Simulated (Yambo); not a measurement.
Yambo run on TiCdO$_{3}$ (space group R-3, No. 148). The wavefunctions are PBEsol (Quantum ESPRESSO, PseudoDojo norm-conserving, 102 Ry, without SOC) ones on a 2×2×2 mesh (50 occupied bands); a = 5.823 Å, b = 5.823 Å, c = 5.823 Å, α = 53.70°, β = 53.70°, γ = 53.70°.

Yambo input:

```
rim_cut
HF_and_locXC
RandQpts= 1000000
RandGvec= 1 Ry
EXXRLvcs= 102 Ry
VXCRLvcs= 408 Ry
% QPkrange
 1 | 1 | 50 | 51 |
 2 | 2 | 50 | 51 |
 3 | 3 | 50 | 51 |
 4 | 4 | 50 | 51 |
%
```

k points by index: 1 = Γ, 2 = L, 3 = F, 4 = Z.

Resulting energies as the program prints them:

```
#    K-point    Band    Eo [eV]    Ehf [eV]    Vxc [eV]    Vnlxc [eV]
#
    1    50    -0.009137    -4.951695    -20.79345    -25.73600
    1    51    3.060939    8.781816    -16.59668    -10.87581
    2    50    -0.207207    -4.783892    -20.77213    -25.34882
    2    51    3.328965    10.47901    -18.67679    -11.52674
    3    50    0.000000    -4.902140    -20.55557    -25.45771
    3    51    3.344533    10.90603    -19.69429    -12.13279
    4    50    -0.161590    -5.004089    -20.59332    -25.43582
    4    51    3.455912    11.12828    -19.69820    -12.02584
```
Exchange alone, without screening.

Geometry of the Materials Project entry, not relaxed at this level.
